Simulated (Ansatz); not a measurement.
# Checking a converged run of MnSb

System: MnSb, an experimental structure (space group P6_3/mmc, primitive cell doubled); the cell holds 8 atoms. The computed pressure is over 10 GPa in size, so the cell is far from the computed equilibrium volume. Source: COD entry 1539183, which need not be the ambient phase.

These are results of DFT, LDA, PAW, plane waves, scalar-relativistic in Ansatz development build ahead of 0.2.0, not measurements.

```yaml
crystal:
  lattice:
    - [4.15700104, 0.0, 0.0]
    - [-2.07850052, 3.6000685, 0.0]
    - [0.0, 0.0, 11.53]
  atoms:
    - { symbol: Sb, position: [0.33333333, 0.66666667, 0.125] }
    - { symbol: Sb, position: [0.33333333, 0.66666667, 0.625] }
    - { symbol: Sb, position: [0.66666667, 0.33333333, 0.375] }
    - { symbol: Sb, position: [0.66666667, 0.33333333, 0.875] }
    - { symbol: Mn, position: [0.0, 0.0, 0.0], spin: 4.5 }
    - { symbol: Mn, position: [0.0, 0.0, 0.5], spin: 4.5 }
    - { symbol: Mn, position: [0.0, 0.0, 0.25], spin: -4.5 }
    - { symbol: Mn, position: [0.0, 0.0, 0.75], spin: -4.5 }
magnetization:
  spin_polarized: true
hamiltonian:
  xc: lda
  pseudopotentials: { kind: paw }
basis:
  ecutwfc: 420
kpoints:
  mp_grid: { grid: [7, 7, 2] }
scf:
  occupations: { method: fermi_dirac, width: 0.1 }
  lower_state_search: "off"
output:
  forces: true
  stress: true
```

Time: 16 s on 2 threads of Arm Neoverse V1 (shared host), peak memory 0.68 GiB.

The end of the output:

```
SCF converged after 13 iterations
Magnetization: -0.0000 μB (60.0000 up, 60.0000 down)
Absolute magnetization: 13.8371 μB (∫|ρ↑−ρ↓|, with the PAW one-centre terms)
Spin contamination: 6.2597 ħ² per cell (⟨S²⟩ above its minimum at these occupations)
Per-site moments (μB) at R_I (Å): [(1.1357e-6, 1.1548), (1.1357e-6, 1.1548), (1.1357e-6, 1.1548), (1.1357e-6, 1.1548), (3.2126, 1.1548), (3.2126, 1.1548), (-3.2126, 1.1548), (-3.2126, 1.1548)]
Free energy (F): -40706.144641 eV
Harris-Foulkes:  -40706.144641 eV  (|F-HF|=3.47e-8)
Internal energy: -40705.885727 eV  (E = F + TS)
E sigma→0 (E₀):  -40706.015184 eV
Entropy (-TS):   -0.258914 eV (-32.364 meV/atom)
Fermi energy:    11.627475 eV
--- Forces (eV/Å), atoms counted from 1 ---
  atom   1  Sb    -0.00000000     0.00000000    -0.00002482
  atom   2  Sb    -0.00000000     0.00000000    -0.00002482
  atom   3  Sb    -0.00000000    -0.00000000     0.00002482
  atom   4  Sb    -0.00000000    -0.00000000     0.00002482
  atom   5  Mn     0.00000000    -0.00000000     0.00000000
  atom   6  Mn     0.00000000     0.00000000     0.00000000
  atom   7  Mn     0.00000000     0.00000000     0.00000000
  atom   8  Mn     0.00000000     0.00000000     0.00000000
--- Stress (GPa, compression-positive) ---
      -11.106587       0.000000      -0.000000
        0.000000     -11.106587      -0.000000
        0.000000      -0.000000     -11.255520
  P = ⅓ Tr σ = -11.1562 GPa (-111.562 kbar)
```

The mesh is too coarse to rank close states of a metal with certainty: differences of some tens of meV/atom may change, at times in sign.

Site moments are taken inside atomic spheres and don't add up to the total.

**Question.** The run converged. Is this the lowest state of the cell, and if not, what lies lower and how is it reached?

**Answer.** No, on this mesh. A state 48.3 meV/atom (0.387 eV per cell) lower exists in this cell: ferromagnetic, site moments Sb1 -0.11, Sb2 -0.11, Sb3 -0.11, Sb4 -0.11, Mn5 3.28, Mn6 3.28, Mn7 3.28, Mn8 3.28 μB, total 12.96 μB per cell, no gap on the k-mesh. It was reached from: parallel moments, default search for lower states [Mn5 4.50, Mn6 4.50, Mn7 4.50, Mn8 4.50 μB]; the moments in brackets, symmetry off, plain SCF [Mn5 4.50, Mn6 4.50, Mn7 4.50, Mn8 4.50 μB]. States within about 5 meV/atom are too close for this mesh, smearing and search to settle their order. This multiple of the primitive cell fits some opposed orders; other multiples fit others. Orders that need a larger cell or non-collinear spins weren't tried. Sign patterns typed on Mn5 Mn6 Mn7 Mn8: ++++, ++--, +-+-, +--+, 00+0; other orders that fit weren't typed.
